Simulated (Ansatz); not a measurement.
Starting cell, BN (zinc blende):

```xyz
2
Lattice="0.0000 1.8049 1.8049 1.8049 0.0000 1.8049 1.8049 1.8049 0.0000" Properties=species:S:1:pos:R:3 pbc="T T T"
N      2.7073     2.7073     2.7073
B      0.0000     0.0000     0.0000
```

The atoms are displaced by Q × the pattern below (from a DFPT mode at Γ, largest move 1; Q in Å), at fixed cell. It is one choice among 3 degenerate patterns.

```json
[
 {"atom": "N1", "x": "0.000", "y": "0.000", "z": "0.772"},
 {"atom": "B2", "x": "0.000", "y": "0.000", "z": "-1.000"}
]
```

The numbers are results of r2SCAN (plane waves to 500 eV, PAW, scalar-relativistic; Ansatz, an electronic-structure program), not measurements. k mesh 16×16×16 (Γ-centred), Fermi-Dirac smearing 0.05 eV. The energy includes the smearing's −TS. Stress and pressure are positive under compression. BN was relaxed with its symmetry unable to fall. ΔE is measured from the undisplaced structure.

```json
[
 {"Q (Å)": "-0.180", "ΔE (eV/cell)": "1.112", "P (GPa)": "28.2", "−dE/dQ from forces (eV/Å)": "10.926"},
 {"Q (Å)": "-0.150", "ΔE (eV/cell)": "0.799", "P (GPa)": "20.1", "−dE/dQ from forces (eV/Å)": "9.822"},
 {"Q (Å)": "-0.120", "ΔE (eV/cell)": "0.526", "P (GPa)": "13.1", "−dE/dQ from forces (eV/Å)": "8.336"},
 {"Q (Å)": "-0.090", "ΔE (eV/cell)": "0.302", "P (GPa)": "7.5", "−dE/dQ from forces (eV/Å)": "6.535"},
 {"Q (Å)": "-0.060", "ΔE (eV/cell)": "0.136", "P (GPa)": "3.4", "−dE/dQ from forces (eV/Å)": "4.493"},
 {"Q (Å)": "-0.030", "ΔE (eV/cell)": "0.034", "P (GPa)": "0.8", "−dE/dQ from forces (eV/Å)": "2.288"},
 {"Q (Å)": "0.000", "ΔE (eV/cell)": "0.000", "P (GPa)": "0.0", "−dE/dQ from forces (eV/Å)": "0.000"},
 {"Q (Å)": "0.030", "ΔE (eV/cell)": "0.034", "P (GPa)": "0.8", "−dE/dQ from forces (eV/Å)": "-2.288"},
 {"Q (Å)": "0.060", "ΔE (eV/cell)": "0.136", "P (GPa)": "3.4", "−dE/dQ from forces (eV/Å)": "-4.493"},
 {"Q (Å)": "0.090", "ΔE (eV/cell)": "0.302", "P (GPa)": "7.5", "−dE/dQ from forces (eV/Å)": "-6.535"},
 {"Q (Å)": "0.120", "ΔE (eV/cell)": "0.526", "P (GPa)": "13.1", "−dE/dQ from forces (eV/Å)": "-8.336"},
 {"Q (Å)": "0.150", "ΔE (eV/cell)": "0.799", "P (GPa)": "20.1", "−dE/dQ from forces (eV/Å)": "-9.822"},
 {"Q (Å)": "0.180", "ΔE (eV/cell)": "1.112", "P (GPa)": "28.2", "−dE/dQ from forces (eV/Å)": "-10.926"}
]
```

Key numbers:

```
Item                                                                                                                  Value
-----------------------------------------------------------  --------------------------------------------------------------
Energy at Q = 0.180 Å                                                                                         1112 meV/cell
Space group of the distorted cell                                                         Imm2 (No. 44), lowered from F-43m
Symmetry of the curve                                                                         even: the same for both signs
Shape of the curve                                           a single well with its minimum at or next to zero displacement
Harmonic wavenumber from the curvature (finite differences)                                                       1044 cm⁻¹
Wavenumber by perturbation theory (DFPT, on another k mesh)                                                       1044 cm⁻¹
```

(A displaced cell: forces are minus the slopes of the energy, force constants its curvatures, and phonons follow from these.)
